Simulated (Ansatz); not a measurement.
The relaxed structure here is a generated cell of K: the first start was made by placing the elements on the sites of a structure type, and the end was not matched to a known phase here, so it may be hypothetical. Known forms of K include space group No. 229.

One starting cell of K (a generated cell, K built in the omega structure type) was relaxed twice with Ansatz (plane waves, PAW, scalar-relativistic): with PBEsol at 420 eV and with PBE at 420 eV. The PBEsol result:

Space group P6/mmm (No. 191); a = 7.4506 Å, b = 7.4506 Å, c = 4.4473 Å, α = 90.00°, β = 90.00°, γ = 120.00°

```csv
atom,site,symmetry,x,y,z
K,1a,6/mmm,0.0000,0.0000,0.0000
K,2d,-6m2,0.3333,0.6667,0.5000
```

```
quantity                          PBEsol     PBE
--------------------------------  ------  ------
space group                       P6/mmm  P6/mmm
volume (Å³/atom)                   71.27   74.39
a (Å)                              7.451   7.548
c (Å)                              4.447   4.523
gap (eV, no spin-orbit coupling)    0.00    0.00
```

Both levels end in the same structure; PBE's volume is 4.4 % larger. Neither column is exact.

No spin polarisation in the result.

The run could not lose the symmetry of its start: the end is stationary, and may be a saddle point rather than a minimum.

All atoms sit on sites fixed by symmetry, so only the cell could relax.

Ansatz is a program for electronic structure.
